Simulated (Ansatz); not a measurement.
# MnSn$_{2}$: do energies and stresses tell the same story?

Method: DFT PBEsol, scalar-relativistic, plane waves, PAW (Ansatz).

Plane waves to 420 eV, a k mesh through Γ of 8×8×8 on the computed 6-atom cell and Gaussian smearing (0.10 eV); collinear spin from starting moments 2.44 2.44 0 0 0 0 μB.

Relaxed cell: I4/mcm, a = 6.506 Å, b = 6.506 Å, c = 5.319 Å, α = 90.00°, β = 90.00°, γ = 90.00°, 6 atoms in the primitive cell. Whether it is the stable form of this composition wasn't checked.

Energies at zero smearing and pressures from the stress tensor, at volumes with shape and atoms relaxed:
| V (Å³/atom) | E − E(first) (meV/atom) | P (GPa) |
| --- | --- | --- |
| 17.073 | 0.00 | 11.49 |
| 17.636 | -32.33 | 7.00 |
| 18.199 | -50.21 | 3.20 |
| 18.762 | -55.65 | -0.02 |
| 19.325 | -50.79 | -2.57 |
| 19.887 | -38.38 | -4.39 |

Q: Check P = −dE/dV between neighbouring volumes, and get the bulk modulus from the pressures alone.

A: With 1 eV/Å³ = 160.2 GPa:
```tsv
middle V (Å³/atom)	−ΔE/ΔV (GPa)	mean P (GPa)
17.355	9.203	9.246
17.917	5.088	5.101
18.480	1.548	1.591
19.043	-1.383	-1.293
19.606	-3.531	-3.481
```

The two differ by 0.09 GPa at most. The mean of two end pressures misses the average over a step by about ΔV² P″/12, up to 0.07 GPa here; with that taken off 0.04 GPa remains. The stress is the derivative of the free energy, not of the energy at zero smearing, and with free energies 0.02 GPa remains. The largest site moment goes from 1.90 to 2.45 μB along the series, which bends P(V). Around V = 18.762 Å³/atom, the two neighbours give B = −V ΔP/ΔV = 18.762 × 5.77 / 1.126 = 96.1 GPa, against B0 = 94.1 GPa from the Birch–Murnaghan fit of the energies.

Only parallel moments were tried here.

Only this magnetic start was tried.